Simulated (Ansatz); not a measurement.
An Ansatz (a quantum-chemistry and plane-wave program) run. Input:

Ansatz 0.2 input:
```yaml
crystal:
  lattice:
    - [4.4897937265, 0.0, 0.0]
    - [-2.2448968633, 3.8882754249, 0.0]
    - [0.0, 0.0, 7.0571183505]
  atoms:
    - { symbol: Ca, position: [0.0, 0.0, 0.0] }
    - { symbol: I, position: [0.3333333333, 0.6666666667, 0.2502127178] }
    - { symbol: I, position: [0.6666666667, 0.3333333333, 0.7497872822] }
kpoints:
  mp_grid: { grid: [6, 6, 3] }
  band_path:
    path:
      - [[0.0, 0.0, 0.0], [0.5, 0.0, 0.0], [0.3333333333, 0.3333333333, 0.0], [0.0, 0.0, 0.0], [0.0, 0.0, 0.5], [0.5, 0.0, 0.5], [0.3333333333, 0.3333333333, 0.5], [0.0, 0.0, 0.5]]  # Γ-M-K-Γ-A-L-H-A
      - [[0.5, 0.0, 0.5], [0.5, 0.0, 0.0]]  # L-M
      - [[0.3333333333, 0.3333333333, 0.5], [0.3333333333, 0.3333333333, 0.0]]  # H-K
      - [VBM, CBM]
    npoints: 8
hamiltonian:
  xc: r2scan
  dispersion: d4
  pseudopotentials: { kind: paw }
magnetization: { noncollinear: true, spin_orbit: true }
scf:
  n_extra_bands: 12
  convergence: { dr2_threshold: 0.0000000001 }
  occupations: { method: gaussian, width: 0.01 }
checkpoint: { write: soc.run }
output: { eigenvalues: true }
```

Output (shortened):

```
Pseudopotentials: kind: paw_fr
Pseudopotential: Ca, paw_fr, valence charge 10
Pseudopotential: I, paw_fr, valence charge 17
Functional definition: r2SCAN
non-collinear run that drives no moment, with spin-orbit …
Crystal: 3 atoms, lattice volume = 123.200 Å³
Basis set: ecut = 500 eV, 3127 PW (Γ), exchange–correlation on 144×144×216 points (64 copies of the dense FFT grid, shifted against one another)
Bands: 56, of which v1, the nominal top of the filled ones, is band 44 counted from 1 (43 counted from 0)
Symmetry: 12 space group operations + 12 with time reversal
k-points: 17 of 108
Projection manifold: j_resolved (fully-relativistic pseudo-atomic orbitals)
PAW frozen core: Ca, regenerated for the run's functional
PAW frozen core: I, regenerated for the run's functional
Initial density: superposition of atomic densities (chi_scale 0.1, normalization cell, long waves kept (reshape's long-wave potential 0.11 eV rms))
Initial wavefunctions: pseudopotential atomic-orbital guess
Eigensolver: davidson
Functional: x = r2scan, c = r2scan; τ floored in thin density (d = 2e-4 eV/Å³)
SCF iter   1: F=—  HF=-16862.286085 eV  |F-HF|=—  |Δ(HF+E_count)|=         —  Δρ=6.16e-2  dr2=1.61e1  dr2_τ=5.62e-2  dr2_m=0.00e0 (ungated)  ethr=3.10e-3  |M|=0.00e0 ∫|m|=0.00e0 μB  |m|>n=0.0e0 m-floor=0.0e0 τ_xc=0.0e0  β_m=0.30  ⟨swp⟩=13.2  Hψ=3016  notcnv=0  defer=28
all-band conjugate gradients solve this SCF's bands
preconditioner: auto → Resta (q_TF=auto, 2.298 Å⁻¹)
spin=Noncollinear: Resta preconditioning applied to the charge; magnetization (m_x, m_y, m_z) channels mix plain (no charge-response kernel on spin).
SCF iter   2: F=—  HF=-16859.695207 eV  |F-HF|=—  |Δ(HF+E_count)|=    2.59e0  Δρ=2.64e-2  dr2=3.13e0  dr2_τ=1.44e-2  dr2_m=0.00e0 (ungated)  ethr=3.10e-3  |M|=0.00e0 ∫|m|=0.00e0 μB  |m|>n=0.0e0 m-floor=0.0e0 τ_xc=0.0e0  β_m=0.41  ⟨swp⟩=4.1  Hψ=927  notcnv=0  defer=102
SCF iter   3: F=—  HF=-16859.047865 eV  |F-HF|=—  |Δ(HF+E_count)|=   6.47e-1  Δρ=9.45e-3  dr2=3.54e-1  dr2_τ=1.31e-3  dr2_m=0.00e0 (ungated)  ethr=3.10e-3  |M|=0.00e0 ∫|m|=0.00e0 μB  |m|>n=0.0e0 m-floor=0.0e0 τ_xc=0.0e0  β_m=0.57  ⟨swp⟩=4.9  Hψ=801  notcnv=0  defer=102
SCF iter   4: F=—  HF=-16858.992686 eV  |F-HF|=—  |Δ(HF+E_count)|=   5.52e-2  Δρ=4.35e-3  dr2=3.70e-2  dr2_τ=8.06e-4  dr2_m=0.00e0 (ungated)  ethr=8.05e-4  |M|=0.00e0 ∫|m|=0.00e0 μB  |m|>n=0.0e0 m-floor=0.0e0 τ_xc=0.0e0  β_m=0.76  ⟨swp⟩=5.5  Hψ=926  notcnv=0  defer=100
SCF iter   5: F=—  HF=-16858.988730 eV  |F-HF|=—  |Δ(HF+E_count)|=   3.96e-3  Δρ=1.31e-3  dr2=4.66e-3  dr2_τ=3.40e-5  dr2_m=0.00e0 (ungated)  ethr=8.40e-5  |M|=0.00e0 ∫|m|=0.00e0 μB  |m|>n=0.0e0 m-floor=0.0e0 τ_xc=0.0e0  β_m=0.86  ⟨swp⟩=4.4  Hψ=741  notcnv=0  defer=96
SCF iter   6: F=—  HF=-16858.988351 eV  |F-HF|=—  |Δ(HF+E_count)|=   3.79e-4  Δρ=4.68e-4  dr2=6.57e-4  dr2_τ=2.49e-6  dr2_m=0.00e0 (ungated)  ethr=1.06e-5  |M|=0.00e0 ∫|m|=0.00e0 μB  |m|>n=0.0e0 m-floor=0.0e0 τ_xc=0.0e0  β_m=0.93  ⟨swp⟩=4.5  Hψ=697  notcnv=0  defer=96
SCF iter   7: F=—  HF=-16858.988271 eV  |F-HF|=—  |Δ(HF+E_count)|=   7.99e-5  Δρ=2.28e-4  dr2=1.85e-4  dr2_τ=1.08e-6  dr2_m=0.00e0 (ungated)  ethr=1.49e-6  |M|=0.00e0 ∫|m|=0.00e0 μB  |m|>n=0.0e0 m-floor=0.0e0 τ_xc=0.0e0  β_m=0.92  ⟨swp⟩=2.9  Hψ=677  notcnv=0  defer=96
SCF iter   8: F=—  HF=-16858.988232 eV  |F-HF|=—  |Δ(HF+E_count)|=   3.92e-5  Δρ=1.02e-4  dr2=4.19e-5  dr2_τ=2.28e-7  dr2_m=0.00e0 (ungated)  ethr=4.20e-7  |M|=0.00e0 ∫|m|=0.00e0 μB  |m|>n=0.0e0 m-floor=0.0e0 τ_xc=0.0e0  β_m=0.96  ⟨swp⟩=2.6  Hψ=617  notcnv=0  defer=96
SCF iter  13: F=-16858.988221 eV  HF=-16858.988221 eV  |F-HF|=7.28e-12  |Δ(HF+E_count)|=  1.82e-10  Δρ=1.05e-7  dr2=1.27e-11  dr2_τ=1.39e-13  dr2_m=0.00e0 (ungated)  ethr=1.00e-12  |M|=0.00e0 ∫|m|=0.00e0 μB  |m|>n=0.0e0 m-floor=0.0e0 τ_xc=0.0e0  ⟨swp⟩=15.0  Hψ=2407  notcnv=0
SCF 1 converged in 13 iterations: F = -16858.988221 eV  dr2 = 1.27e-11
NSCF: frozen V_eff on 34 k-points
NSCF: frozen V_eff on 34 k-points
NSCF: frozen V_eff on 34 k-points
NSCF: frozen V_eff on 34 k-points
NSCF: frozen V_eff on 34 k-points
NSCF: frozen V_eff on 6 k-points
NSCF: frozen V_eff on 11 k-points
NSCF: frozen V_eff on 11 k-points
NSCF: frozen V_eff on 11 k-points
NSCF: frozen V_eff on 11 k-points
NSCF: frozen V_eff on 84 k-points
SCF converged after 13 iterations
Magnetization: |M| = 0.0000 μB,  M = (+0.0000, +0.0000, +0.0000) μB
Absolute magnetization: 0.0000 μB (∫|m|)
  site 0: m = (+0.0000, +0.0000, +0.0000) μB, |m| = 0.0000 μB  (R = 1.29 Å)
  site 1: m = (+0.0000, +0.0000, +0.0000) μB, |m| = 0.0000 μB  (R = 1.29 Å)
  site 2: m = (+0.0000, +0.0000, +0.0000) μB, |m| = 0.0000 μB  (R = 1.29 Å)
Free energy (F): -16858.988221 eV
Harris-Foulkes:  -16858.988221 eV  (|F-HF|=7.28e-12)
Internal energy: -16858.988221 eV  (E = F + TS)
E sigma→0 (E₀):  -16858.988221 eV
Fermi energy:    5.839451 eV
--- Per-component energies (eV) ---
  E_band       = -995.772364
  E_kinetic    = 654.994250
  E_local      = -5145.417315  (includes V_loc(G=0)·N_el)
  E_nonlocal   = -115.675386
  E_hartree    = 2487.689792
  E_xc         = -379.007335
  E_vxc        = -473.616696  (∫ρ·V_xc dr)
  E_paw        = -10518.771614  (= ΣΔE_a)
  E_vpaw       = -919.520348  (= ΣTr[D̂ρ^β])
  E_aug_tail   = -0.000063  (compensation charges beyond the density's cutoff)
  E_vtau       = 28.083610  (kinetic-family band-sum trace: ∫τ·v_τ [+ j·A + Jᵃ·Aᵃ] dr)
  E_ewald      = -3842.451529
  E_disp       = -0.301084  (pairwise vdW)
  E_core_change = -0.047936  (= ΣΔE_core)
  E_smearing   =  0.000000  (= −TS)
  E_closure    = 0.000000  (closes the sum)
  Σ components = -16858.988221   (vs F -16858.988221, Δ=0.00e0)
  [band-id]    e_kinetic+e_local+e_nonlocal+2·e_hartree+e_vxc+e_vpaw+e_augmentation_tail+e_vtau = -995.772365   (vs E_band -995.772364, Δ=-9.80e-7)
--- Band table (eV; the first three rows and the last of 17) ---
  k-point 0: bands = ["-41.5550", "-41.5550", "-41.5550", "-41.5550", "-41.5496", "-41.5496", "-41.5494", "-41.5494", "-39.8447", "-39.8447", "-39.8447", "-39.8447", "-39.8410", "-39.8410", "-39.8407", "-39.8407", "-39.8365", "-39.8365", "-39.8363", "-39.8363", "-37.7570", "-37.7570", "-18.1283", "-18.1283", "-17.7628", "-17.7628", "-17.7434", "-17.7434", "-8.0914", "-8.0914", "-7.5821", "-7.5821", "0.9685", "0.9685", "2.4862", "2.4862", "2.7848", "2.7848", "3.0098", "3.0098", "3.8156", "3.8156", "3.9729", "3.9729", "8.5696", "8.5696", "8.6307", "8.6307", "8.6320", "8.6320", "8.9060", "8.9060", "9.4825", "9.4825", "9.6169", "9.6169"]
  k-point 1: bands = ["-41.5550", "-41.5550", "-41.5550", "-41.5550", "-41.5495", "-41.5495", "-41.5494", "-41.5494", "-39.8448", "-39.8448", "-39.8447", "-39.8447", "-39.8409", "-39.8409", "-39.8407", "-39.8407", "-39.8364", "-39.8364", "-39.8363", "-39.8363", "-37.7570", "-37.7570", "-18.1283", "-18.1283", "-17.7629", "-17.7629", "-17.7434", "-17.7434", "-7.9950", "-7.9950", "-7.6969", "-7.6969", "1.3941", "1.3941", "2.4344", "2.4344", "2.6321", "2.6321", "3.0744", "3.0744", "3.4183", "3.4183", "3.7235", "3.7235", "8.5809", "8.5809", "8.5950", "8.5950", "8.6056", "8.6056", "9.5417", "9.5417", "9.7454", "9.7454", "9.8994", "9.8994"]
  k-point 2: bands = ["-41.5550", "-41.5550", "-41.5550", "-41.5550", "-41.5496", "-41.5496", "-41.5494", "-41.5494", "-39.8447", "-39.8447", "-39.8447", "-39.8447", "-39.8409", "-39.8409", "-39.8407", "-39.8407", "-39.8364", "-39.8364", "-39.8363", "-39.8363", "-37.7564", "-37.7564", "-18.1309", "-18.1309", "-17.7636", "-17.7636", "-17.7491", "-17.7491", "-7.9982", "-7.9982", "-7.5719", "-7.5719", "1.1272", "1.1272", "2.2562", "2.2562", "2.4855", "2.4855", "2.8620", "2.8620", "3.3764", "3.3764", "3.7886", "3.7886", "8.3357", "8.3357", "8.8853", "8.8853", "8.9182", "8.9182", "9.4166", "9.4166", "9.7342", "9.7342", "9.7504", "9.7504"]
  k-point 16: bands = ["-41.5549", "-41.5549", "-41.5549", "-41.5549", "-41.5495", "-41.5495", "-41.5494", "-41.5494", "-39.8447", "-39.8447", "-39.8445", "-39.8445", "-39.8410", "-39.8410", "-39.8408", "-39.8408", "-39.8363", "-39.8363", "-39.8363", "-39.8363", "-37.7545", "-37.7545", "-18.1404", "-18.1404", "-17.7712", "-17.7712", "-17.7631", "-17.7631", "-7.5901", "-7.5901", "-7.5886", "-7.5886", "1.3260", "1.3260", "1.3857", "1.3857", "1.8773", "1.8773", "2.3366", "2.3366", "2.8788", "2.8788", "3.0322", "3.0322", "8.9606", "8.9606", "9.0230", "9.0230", "9.0736", "9.0736", "10.1215", "10.1215", "10.1361", "10.1361", "11.1242", "11.1242"]
  band table: 56 of 56 bands, residual norms ≤ 1.0e-3 eV
```

Cost: roughly 3.0 core-minutes on shared cores.

Space group P-3m1 (CdI2 type). The workflow started from a Materials Project entry (that database holds measured and hypothetical structures alike); the Crystallography Open Database files this formula in space group No. 164, but the cells were not matched. Whether it is the stable phase at ambient conditions was not checked. Symmetry was held in the r²SCAN+D4 relaxation; phonons on a q-mesh show no instability.

Potentials: the later of the program's two PAW sets.

Ansatz is a plane-wave DFT program.
